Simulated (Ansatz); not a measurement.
Start of a relaxation of BaZr2Al4Hg:

```cif
data_structure
_symmetry_space_group_name_H-M 'P4/mmm'
_symmetry_Int_Tables_number 123
_cell_length_a 3.8915
_cell_length_b 3.8915
_cell_length_c 9.2038
_cell_angle_alpha 90.000
_cell_angle_beta 90.000
_cell_angle_gamma 90.000
_cell_volume 139.38
loop_
_atom_site_label
_atom_site_type_symbol
_atom_site_symmetry_multiplicity
_atom_site_Wyckoff_symbol
_atom_site_fract_x
_atom_site_fract_y
_atom_site_fract_z
_atom_site_occupancy
Ba1 Ba 1 a 0.00000 0.00000 0.00000 1
Zr1 Zr 2 h 0.50000 0.50000 0.72840 1
Al1 Al 4 i 0.50000 0.00000 0.84700 1
Hg1 Hg 1 b 0.00000 0.00000 0.50000 1
```

Computed with DFT PBE, scalar-relativistic, plane waves, PAW (Ansatz). Cutoff 420 eV, Gaussian smearing, Γ-centred meshes. Cell and atoms relax first on a coarse mesh and then on a finer one. In between, the cell is made exact in the group found at 0.06 Å. In metals the finer mesh still leaves noise of several meV/atom or more. The steps can't lower the symmetry of their start. No spin polarisation in the relaxation; trial moments died out in a coarse test.

A guess keeps its type if space group and coordination stay and the shape of the cell changes little (axis ratios within about 15 %, angles within 6°); the volume may change.

Question: Does this structure survive the relaxation?

Answer: It doesn't keep its type. The symmetry stays P4/mmm (No. 123). The volume per atom grows by 41.3 %, from 17.4 to 24.6 Å³. The shortest distance goes from 2.23 Å (Zr–Al) to 2.65 Å (Al–Al). The ratio c/a of the conventional cell changes by a factor of 1.58. Counting neighbours within 15 % of an atom's shortest distance, the start has Al 4, Ba 8, Hg 20, Zr 4 and the end Al 6, Ba 12, Hg 8, Zr 9. In detail, at the end around Ba lie 8 Al at 3.65 Å and 4 Ba at 3.75 Å; Zr is surrounded by 4 Al at 2.95 Å, 4 Hg at 3.09 Å, 1 Zr at 3.20 Å and 4 Zr at 3.75 Å; Al is surrounded by 4 Al at 2.65 Å, 2 Zr at 2.95 Å and 2 Ba at 3.65 Å; around Hg lie 8 Zr at 3.09 Å.

```cif
data_structure
_symmetry_space_group_name_H-M 'P 1'
_symmetry_Int_Tables_number 1
_cell_length_a 3.7467
_cell_length_b 3.7467
_cell_length_c 14.0308
_cell_angle_alpha 90.000
_cell_angle_beta 90.000
_cell_angle_gamma 90.000
_cell_volume 196.96
loop_
_atom_site_label
_atom_site_type_symbol
_atom_site_fract_x
_atom_site_fract_y
_atom_site_fract_z
_atom_site_occupancy
Ba1 Ba 0.00000 0.00000 0.00000 1
Zr1 Zr 0.50000 0.50000 0.61386 1
Zr2 Zr 0.50000 0.50000 0.38614 1
Al1 Al 0.50000 0.00000 0.77637 1
Al2 Al 0.00000 0.50000 0.77637 1
Al3 Al 0.50000 0.00000 0.22363 1
Al4 Al 0.00000 0.50000 0.22363 1
Hg1 Hg 0.00000 0.00000 0.50000 1
```

The last run used a 10×10×4 mesh (in the run's order of axes) for its 8-atom cell and Gaussian smearing of 0.10 eV. Spin–orbit coupling, which can matter for Hg, is left out. Symmetry constrained the relaxation, so the result can be a saddle point.
